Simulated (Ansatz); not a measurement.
# Ba₂Te₃, a known structure type with other elements, at an estimated volume

```
CELL_PARAMETERS angstrom
0.92266 -2.05974 -3.79359
0.00000 2.25695 -3.79359
9.63656 2.05975 3.79359
ATOMIC_POSITIONS crystal
Te 0.00000 0.00000 0.00000
Te 0.79200 0.79200 0.37600
Te 0.20800 0.20800 0.62400
Ba 0.39900 0.39900 0.19700
Ba 0.60100 0.60100 0.80300
```

The numbers come from plane-wave PAW DFT (Ansatz): r2SCAN, no spin polarisation, 500 eV, 9×9×9 Γ-centred k points, cold occupations (width 0.1082 eV). Nothing was relaxed.

Q: Which atom feels the largest force, and which way?

A: The largest is on Te3 (and as large on other atoms): 1.63 eV/Å, components (-1.58, -0.34, -0.20). It makes 126° with the line to a nearest neighbour, Ba5 at 3.14 Å.

Q: What happens at the Fermi level?

A: It is a metal, with about 11 states/eV a cell as the mean within 0.25 eV of the Fermi level, mostly Te p (87 %).

Q: What is the formation energy?

A: -0.86 eV an atom against the elements' usual phases (free molecules for gases, crystals otherwise, with no correction for O₂ or N₂), so it is bound against them; other compounds may still compete. Relaxing would lower it.

Q: Describe some of the short contacts.

A: Te–Ba at 3.14 Å: least valence density 0.23 e/Å³ and ELF 0.25 there. Te–Te at 3.60 Å: least valence density 0.12 e/Å³ and ELF 0.22 there. Both are smooth PAW fields, read partly inside the augmentation spheres.

Q: Is the cell too large or too small?

A: The pressure is 12.0 GPa (compression positive), so with the atoms held at these fractions the cell would first expand; the forces are large, so a full relaxation may end otherwise. The principal stresses 11.2, 12.5, 12.5 GPa differ, so its shape would change too.

Q: Give the Bader charges.

A: Bader charges in e: Ba +1.22, Te -1.14 to -0.65. In the mean Ba gives up most and Te takes most.

Origin: a known structure type with other elements, at an estimated volume, so it need not be a known compound. Caveats: many states at the Fermi level without spin polarisation, so a magnetic state may lie lower; atoms or cell far from equilibrium.
